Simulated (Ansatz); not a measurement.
Relaxed-ion elastic tensor of BaF₂ (fluorite, Fm-3m) in GPa (Voigt order), PBE (plane waves, PAW; program Ansatz); density 4.78 g/cm³, 20.31 Å³ per atom.

```
87.3  37.2  37.2   0.0   0.0   0.0
37.2  87.3  37.2   0.0   0.0   0.0
37.2  37.2  87.3   0.0   0.0   0.0
 0.0   0.0   0.0  23.2   0.0   0.0
 0.0   0.0   0.0   0.0  23.2   0.0
 0.0   0.0   0.0   0.0   0.0  23.2
```

Q: Is the crystal mechanically stable?

A: Yes: the smallest eigenvalue of C is 23.2 GPa.

Q: Work out the Voigt, Reuss and Hill averages.

A: K_V = 53.9, K_R = 53.9, K_H = 53.9; G_V = 23.9, G_R = 23.9, G_H = 23.9 GPa.

Q: Give Young's modulus, Poisson's ratio, Pugh's ratio and the universal anisotropy index.

A: E = 9KG/(3K + G) = 62.5 GPa; ν = 0.31; K/G = 2.26 (ductile by the Pugh limit of 1.75); A_U = 5G_V/G_R + K_V/K_R − 6 = 0.01.

Q: Estimate the sound speeds and the Debye temperature.

A: v_l = √((K + 4G/3)/ρ) = 4240 m/s, v_t = √(G/ρ) = 2240 m/s, mean 2500 m/s; Θ = (h/k)(3n/4πV)^(1/3) v_m = 273 K.

Q: Give the Zener ratio and Young's modulus along [100], [110] and [111].

A: A = 2C44/(C11 − C12) = 0.92; 1/E = S11 − 2(S11 − S12 − S44/2)Γ with Γ = 0, 1/4, 1/3 gives 65.1, 61.8, 60.8 GPa.

Q: Solve the Christoffel equation for the three sound speeds along [100], [110], [111].

A: Eigenvalues of C_ijkl n_j n_l equal ρv². In km/s, slowest first: [100] 2.20, 2.20, 4.28; [110] 2.20, 2.29, 4.23; [111] 2.26, 2.26, 4.21.

Symmetry was held in the PBE relaxation; phonons on a q-mesh show no instability. Scalar-relativistic: spin–orbit coupling is off unless named, which matters more the heavier the elements.

Potentials: the later of the program's two PAW sets.
